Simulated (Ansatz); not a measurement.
LiNbO$_{3}$:
Space group R-3, hexagonal axes (No. 148); a = 5.195 Å, b = 5.195 Å, c = 14.180 Å, α = 90.00°, β = 90.00°, γ = 120.00°

| atom | site | symmetry | x | y | z |
|---|---|---|---|---|---|
| Li | 6c | 3. | 0.0000 | 0.0000 | 0.3568 |
| Nb | 6c | 3. | 0.0000 | 0.0000 | 0.1444 |
| O | 18f | 1 | 0.3501 | 0.0457 | 0.0888 |
(The calculation used a cell of 10 atoms; values per cell refer to that cell.)

Relaxed with PBEsol. 

Task: HSE06 on this cell (Ansatz, a quantum-chemistry and plane-wave program, PAW) gives a gap of 5.50 eV. What does PBEsol give?

Result: 3.97 eV.

Cost on shared cores: the PBEsol run (SCF on a 7×7×7 mesh, then bands and DOS) around 2.4 core-minutes (rough), the HSE06 run (SCF on 4×4×4, then a few points) around 6 core-minutes (rough); the tasks are unlike.

The workflow started from a Materials Project entry (that database holds measured and hypothetical structures alike); the Crystallography Open Database files this formula in space group No. 148, but the cells were not matched. It is not the phase usual at ambient conditions (space group No. 161). The PBEsol relaxation kept the symmetry of its start; whether a distortion lowers the energy is not shown. The run is not spin-polarised. Spin–orbit coupling is left out wherever it is not named.

Potentials: the earlier of the program's two PAW sets. The files were generated under PBE; for other functionals the program regenerates the frozen cores, and for LDA and PBEsol the local potential too.

Ansatz is a plane-wave DFT program.
